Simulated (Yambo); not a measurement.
Yambo run on LaAlO$_{3}$ (space group R-3c, No. 167). The wavefunctions are PBEsol (Quantum ESPRESSO, PseudoDojo norm-conserving, 110 Ry, without SOC) ones on a 2×2×2 mesh (32 occupied bands); a = b = c = 5.351 Å, α = β = γ = 60.15°.

Yambo input:

```
rim_cut
gw0
dyson
el_el_corr
HF_and_locXC
ppa
em1d
RandQpts= 1000000
RandGvec= 1 Ry
EXXRLvcs= 110 Ry
VXCRLvcs= 440 Ry
Chimod= "HARTREE"
% BndsRnXp
 1 | 114 |
%
NGsBlkXp= 7 Ry
% LongDrXp
 1.0 | 1.0 | 1.0 |
%
PPAPntXp= 27.2114 eV
% GbndRnge
 1 | 114 |
%
GTermKind= "BG"
DysSolver= "n"
ExtendOut
% QPkrange
 1 | 1 | 32 | 33 |
 3 | 3 | 32 | 32 |
%
```

k points by index: 1 = Γ, 3 = F.

Resulting energies as the program prints them:

```
#    K-point    Band    Eo [eV]    E [eV]    E-Eo [eV]    Vxc [eV]    Vnlxc [eV]    Sc|Eo [eV]    Sc|E [eV]    dSc/dw|Eo [eV]    Re(Z)    Im(Z)
#
    1    32    -0.050561    -0.608572    -0.558011    -20.04652    -25.29922    4.551685    4.694691    -6.972348    0.796032    -0.001119
    1    33    3.841981    4.904909    1.062928    -12.28253    -6.754943    -4.260639    -4.464657    -5.222503    0.838979    -0.927231E-3
    3    32    0.000000    -0.522638    -0.522638    -19.73630    -24.86056    4.466770    4.601626    -7.019902    0.794926    -0.001131
```
(The two width columns are left out.) Convergence of these settings isn't established.

Geometry of the Materials Project entry, not relaxed at this level.
